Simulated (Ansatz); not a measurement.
The elements of this relaxed trial crystal are hidden behind letters.

```
lattice vectors (Å)
  -1.4667    1.4667   10.4175
   1.4667   -1.4667   10.4175
   1.4667    1.4667  -10.4175
fractional positions
X 0.5968 0.5968 0.0000
X 0.4032 0.4032 0.0000
X 0.0000 0.0000 0.0000
Z 0.1979 0.1979 0.0000
Z 0.8021 0.8021 0.0000
Q 0.6967 0.6967 0.0000
Q 0.3033 0.3033 0.0000
Q 0.9037 0.9037 0.0000
Q 0.5000 0.5000 0.0000
Q 0.0963 0.0963 0.0000
```

Computed with DFT PBE, scalar-relativistic, plane waves, PAW (Ansatz). Settings of the last relaxation (10-atom cell): 420 eV, 14×14×14 k points, Gaussian smearing of 0.02 eV, no spin polarisation.

| Property | Result |
| --- | --- |
| Space group | I4/mmm (No. 139) |
| Conventional cell | a = 2.933 Å, c = 20.835 Å |
| Volume per atom | 8.96 Å³ |
| Density | 5.38 g/cm³ |
| Energy over the elements | −0.682 eV/atom |
| Gap on the 14×14×14 mesh of the 10-atom cell | 2.09 eV |

Energies are uncorrected and count from the elements' standard states at the same level.

Question: X is a p-block element of period 3, Z is a p-block element of period 4 and Q is a p-block element of period 2. Which elements are they?

Answer: X = Al, Z = Ga, Q = N, so the formula is Al3Ga2N5. Density times volume gives a mean mass of 5.38 × 8.96/1.6605 = 29.0 u per atom, and this set has 29.0 u. Al on a site of symmetry 4mm has 6 N at 2.02–2.08 Å; Ga has 6 N at 2.07–2.20 Å; N on a site of symmetry 4mm has 5 Ga at 2.07–2.20 Å and 1 Al at 2.08 Å; 3 more sites not described. Other sets within the hints have nearly the same mass, so mass alone doesn't settle it; this one was computed.

Kohn–Sham gaps at this level usually fall short of measured ones. Symmetry constrained the relaxation, so the result can be a saddle point.
